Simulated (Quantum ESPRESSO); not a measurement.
Band energies of WO3 at -3 % isotropic strain

```
WO3
1.0
    3.68112     0.00000     0.00000
    0.00000     3.68112     0.00000
    0.00000     0.00000     3.68112
O W
3 1
Direct
  0.00000   0.00000   0.50000
  0.50000   0.00000   0.00000
  0.00000   0.50000   0.00000
  0.00000   0.00000   0.00000
```

norm-conserving PBEsol (Quantum ESPRESSO, 84 Ry, without SOC); path ΓXMΓRX,MR; energies in eV from the valence-band maximum.

```
k (1/Å)  point  band 12  band 13  band 14  band 15  band 16  band 17  band 18  band 19
-------  -----  -------  -------  -------  -------  -------  -------  -------  -------
0.00         Γ    -1.36    -1.36    -1.06    -1.06    -1.06     0.72     0.72     0.72
0.21              -1.84    -1.66    -1.42    -1.13    -1.13     0.73     1.57     1.57
0.53              -2.53    -2.53    -1.62    -1.13    -1.13     0.77     3.68     3.68
0.75              -2.63    -2.63    -1.71    -1.13    -1.13     0.79     4.62     4.62
0.85         X    -2.64    -2.64    -1.73    -1.13    -1.13     0.80     4.76     4.76
1.07              -2.81    -2.47    -1.55    -1.52    -1.40     1.62     4.76     4.90
1.28              -3.30    -2.28    -1.91    -1.90    -0.68     3.04     4.77     5.36
1.60              -3.90    -2.20    -2.18    -2.01    -0.05     4.65     4.78     6.28
1.71         M    -3.94    -2.20    -2.20    -2.02    -0.01     4.79     4.79     6.38
1.82              -3.91    -2.19    -2.19    -2.01    -0.05     4.71     4.72     6.27
2.15              -3.47    -2.09    -2.06    -1.92    -0.55     3.69     3.84     4.96
2.47              -2.56    -1.85    -1.75    -1.64    -1.13     2.12     2.31     2.95
2.69              -1.81    -1.43    -1.39    -1.30    -1.30     1.18     1.27     1.57
2.91         Γ    -1.36    -1.36    -1.06    -1.06    -1.06     0.72     0.72     0.72
3.01              -1.49    -1.35    -1.18    -1.13    -1.13     0.86     0.88     0.88
3.21              -2.27    -1.90    -1.37    -1.37    -1.25     1.60     1.75     1.75
3.51              -3.81    -3.37    -1.28    -1.28    -0.93     3.03     3.35     3.35
3.70              -4.70    -4.42    -0.95    -0.95    -0.65     4.04     4.37     4.37
4.00              -5.63    -5.63    -0.38    -0.38    -0.25     5.46     5.65     5.65
4.19              -5.97    -5.97    -0.10    -0.10    -0.07     6.15     6.21     6.21
4.39         R    -6.08    -6.08     0.00     0.00     0.00     6.41     6.41     6.41
4.49              -6.06    -6.04    -0.04    -0.02    -0.01     6.33     6.36     6.38
4.79              -5.73    -5.35    -0.49    -0.39    -0.23     5.19     5.75     5.91
5.00              -4.88    -4.31    -0.93    -0.90    -0.55     4.03     5.28     5.47
5.30              -3.33    -2.37    -1.98    -1.32    -1.25     2.12     4.86     4.94
5.50              -2.70    -2.66    -1.66    -1.33    -1.18     1.01     4.77     4.78
5.60         X    -2.64    -2.64    -1.73    -1.13    -1.13     0.80     4.76     4.76
5.60         M    -3.94    -2.20    -2.20    -2.02    -0.01     4.79     4.79     6.38
5.69              -4.09    -2.22    -2.04    -2.04    -0.01     4.81     4.81     6.38
5.88              -4.80    -3.54    -1.27    -1.27    -0.01     5.05     5.05     6.39
6.17              -5.74    -5.74    -0.31    -0.31     0.00     5.84     5.84     6.40
6.45         R    -6.08    -6.08     0.00     0.00     0.00     6.41     6.41     6.41
```

The PBEsol gap is indirect, 0.72 eV, from R to Γ; the smallest direct gap is 1.78 eV. Another valence extremum on the path lies within 0.02 eV, too close to call.

Spin-orbit coupling is left out, which matters for elements this heavy: edges can move by tenths of an eV. The cell is held in this high symmetry; tilts and polar distortions were not searched.

Geometry strained from the cell relaxed with PBEsol, atoms relaxed again.

The structure is a Materials Project entry; no match was found in the copy of COD used, and its stability was not checked.
